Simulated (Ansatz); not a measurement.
A generator proposed this cell of Be2CdO3.

Space group P4/mmm (No. 123). a = 2.826 Å, b = 2.826 Å, c = 9.446 Å, α = 90.00°, β = 90.00°, γ = 90.00°
```
atom  site  symmetry       x       y       z
  Be    2h       4mm  0.5000  0.5000  0.8474
  Cd    1d     4/mmm  0.5000  0.5000  0.5000
   O    1a     4/mmm  0.0000  0.0000  0.0000
   O    2g       4mm  0.0000  0.0000  0.7146
```

Level of theory: DFT PBE, scalar-relativistic, plane waves, PAW (Ansatz 0.2.0). Plane waves to 420 eV, a k mesh through Γ of 6×6×2 on the computed 6-atom cell and Gaussian smearing (0.10 eV); no spin polarisation.

Energies over the elements count from the elements' standard structures at the same level (O₂ as a molecule), with no fitted energy shifts.

**Question.** How far from equilibrium is it?

**Answer.** The pressure is -27.5 GPa (the mean over three directions, positive in compression), the largest force is 0.53 eV/Å, and the energy is −0.14 eV/atom against the elements. The shortest distance is 2.36 Å.

**Question.** How much does it gain on relaxing, and where does it end?

**Answer.** Relaxing gains about 0.49 eV/atom (the start's value is from the coarse mesh, so the gain is rough) in 16 ionic steps and ends at −0.63 eV/atom on the finer mesh. The symmetry stays P4/mmm (No. 123). The volume per atom shrinks by 30.2 %, from 12.6 to 8.8 Å³. The shortest distance goes from 2.36 Å (Be–O) to 2.13 Å (Be–O). Conventional cell: a = 2.569 Å, c = 7.975 Å. Be is surrounded by 8 O at 2.13–2.19 Å, 5 Be at 2.45–2.57 Å and 1 Cd at 2.76 Å; Cd has 8 O at 2.46 Å, 4 Cd at 2.57 Å and 2 Be at 2.76 Å; O on a site of symmetry 4/mmm has 8 Be at 2.19 Å, 2 O at 2.34 Å and 4 O at 2.57 Å; 1 more site not described.

The last run used a 14×14×6 mesh (in the run's order of axes) for its 6-atom cell and Gaussian smearing of 0.10 eV. The relaxation can't lower the symmetry of the start. A structure relaxed within its symmetry needn't be a true minimum. Another cell of Be2CdO3 relaxed alike, in Cmmm, lies 1.10 eV/atom lower, so this cell isn't the stable form at this level.
